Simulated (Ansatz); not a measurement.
## Metals for microwave surfaces, plasmonics and heat sinking

Surface loss at microwave frequencies, Drude damping in the near infrared and electronic heat conduction all follow from the resistivity and the plasma energy of a metal.

The yardstick is bcc W. Frequency 100 GHz, photon energy 0.8 eV, T = 300 K, Lorenz number 2.44×10⁻⁸ WΩ/K². All rows are cubic metals, run without spin polarisation.

### Data

Computed with Ansatz, a plane-wave PAW program. resistivity, plasma energy, N(E_F): PBEsol, Boltzmann equation with harmonic phonons, 300 K, mean over directions.

Working rules: R_s = √(πfμ₀ρ) = 6.283 mΩ × √(f ρ); ħγ = ħε₀ω_p²ρ = 0.1345 meV × (ħω_p)² ρ; quality = ω/γ; κ_e = L₀T/ρ = 732/ρ.

```csv
crystal,ρ (μΩ·cm),ħω_p (eV),N(E_F) (states/eV/atom),surface resistance (mΩ),damping ħγ (meV),Drude quality,electronic κ (W/(m·K))
"IrSn2 (Fm-3m, cF12)",16,5.9,0.47,250,74.9,11,46
fcc Ir,4.4,10.7,0.89,130,67.8,12,170
"YIr2 (Fd-3m, cF24)",71,2.5,0.54,530,59.7,13,10
"bcc W, reference",5.1,7.9,0.44,140,42.8,19,140
"LaIr2 (Fd-3m, cF24)",51,2.5,0.29,450,42.9,19,14
IrGa (CsCl type),11,4.8,0.24,210,34.1,23,67
```

Whether these are the forms stable at ambient conditions was not checked: IrSn2 (Fm-3m, cF12); YIr2 (Fd-3m, cF24); LaIr2 (Fd-3m, cF24); IrGa (CsCl type). Spin–orbit coupling is left out unless named.

### Worked example

Worked for IrGa (CsCl type):

- R_s = 6.283 × √(100 × 11) = 210 mΩ
- ħγ = 0.1345 × 4.8² × 11 = 34.1 meV
- Drude quality: 800/34.1 = 23
- κ_e = 732/11 = 67 W/(m·K)

### Result

By Drude quality (highest first): IrGa (CsCl type) (23 ± 4.4) ≈ bcc W (19 ± 3.5) ≈ LaIr2 (Fd-3m, cF24) (19 ± 3.5), YIr2 (Fd-3m, cF24) (13 ± 2.5) ≈ fcc Ir (12 ± 2.2) ≈ IrSn2 (Fm-3m, cF12) (11 ± 2.0). The ± follows from allowances picked for this note (resistivity 12 %, plasma energy 4 %, 12 % for the model), carried to first order and added in quadrature; ≈ joins neighbours closer than their two ± added in quadrature. 0 of the 5 others clearly beat the reference on this figure.

The usual expectation is that resistivity rises with N(E_F) (a high density of slow d states gives more final states to scatter into without carrying much current). These rows show no such trend (rank correlation −0.14 over 6 rows); without fcc Ir it is 0.50.

### Caveats

Only phonon scattering is included, so films lose more. Interband absorption, often the larger optical loss, is outside the Drude quality. Resistivities move by up to 12 % from half the mesh. The rows are a sample of cubic metals; oxides, V to Ni (no spin in these runs) and Tl, Pb, Bi were not drawn. Limits of the draw: cubic metals without O, V to Ni, Tl, Pb or Bi. As a rule kept out of such tables: 4f compounds, open-shell compounds run without a Hubbard term, cells found unstable in the tests at hand, cells close to a higher symmetry, and runs set to a pressure or over 12 % in volume from the crystal's fullest run.
